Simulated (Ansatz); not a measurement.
HfC:
```
HfC
1.0
    0.00000     2.51330     2.51330
    2.51330     0.00000     2.51330
    2.51330     2.51330     0.00000
Hf C
1 1
Cartesian
  0.00000   0.00000   0.00000
  1.25665   1.25665   1.25665
```

Relaxed with r²SCAN. Special points in fractions of this cell's reciprocal vectors: Γ (0.000, 0.000, 0.000); X (0.500, 0.000, 0.500); U (0.625, 0.250, 0.625); K (0.375, 0.375, 0.750); L (0.500, 0.500, 0.500); W (0.500, 0.250, 0.750).

**Question.** List the band energies nearest the valence-band maximum at these points for plane-wave PAW r²SCAN (Ansatz code).

**Answer.** In eV from the valence-band maximum; about four levels below and three above (degenerate sets whole), none deeper than 8.9 eV; points with the same levels are listed once.

| k | below | above |
|---|---|---|
| Γ | -2.36 -2.36 -2.36 | 3.83 3.98 3.98 |
| X | -4.18 -0.06 -0.06 | 0.77 4.95 5.76 |
| U | -3.39 -1.09 -0.57 | 0.93 4.44 4.89 |
| L | -3.01 -1.72 -1.72 | 4.36 4.78 4.78 |
| W | -2.87 -1.95 0.00 | 0.57 3.88 5.60 |

Space group F-43m (zinc blende). The start of the workflow was typed in or built on a structure type; neither database checked (COD, Materials Project) lists it. It is not the phase usual at ambient conditions (space group No. 225). The r²SCAN relaxation kept the symmetry of its start; whether a distortion lowers the energy is not shown. The run is not spin-polarised. Spin–orbit coupling is left out wherever it is not named.

Potentials: the later of the program's two PAW sets.
